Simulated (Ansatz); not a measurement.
NiAu in space group P4/nmm (No. 129; Au on 2c, Ni on 2c), plane-wave PAW r²SCAN (Ansatz code), all energies at zero smearing, with the estimated change up to a 700 eV cutoff added, with one set of potentials and settings (totals compare only within such a set). Cell of 4 atoms (2 Au, 2 Ni): -38020.513 eV.

```tsv
element	reference phase	E (eV/atom)
Au	Fm-3m, 1 atoms in the cell	-13165.1381
Ni	Fm-3m, 1 atoms in the cell, spin-polarised	-5845.2921
```

Formation energy per atom, worked out: (-38020.513 − 2×(-13165.1381) − 2×(-5845.2921))/4 = 0.087 eV/atom (8 kJ per mol of atoms), at 0 K, without zero-point energy or fitted corrections.

The start of the workflow was typed in or built on a structure type; neither database checked (COD, Materials Project) lists it. Whether it is the stable phase at ambient conditions was not checked. The cell was relaxed with r²SCAN under the symmetry of its start; its stability against distortions is not shown here. Magnetic state: ferromagnetic, chosen from 2 collinear starts compared on coarse meshes (ties went to the first, and starts can fall back to one state), not a proven ground state. Other orbital occupations within this spin state were not tried. The references are the lowest solids computed at this level, not always the standard phases. Scalar-relativistic: spin–orbit coupling is off unless named, which matters more the heavier the elements.

Potentials: the earlier of the program's two PAW sets.
